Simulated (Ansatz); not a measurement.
An element in the sc structure gives these cold pressures by all-electron LAPW under PBEsol (Ansatz 0.2.0, scalar-relativistic, no spin polarisation).

```tsv
V (Å³/atom)	P (GPa)
16.86	-0.02
15.18	8.42
13.49	24.0
11.80	53.3
10.12	111.5
8.43	235.5
6.74	532.4
```

(1) Which element is it?

Results:

(1) Zn. Its zero-pressure volume in this structure is near 16.9 Å³/atom; the volume and the steepness of P(V) together point to it, though neighbours can come close. Neighbours weren't tried against these numbers.
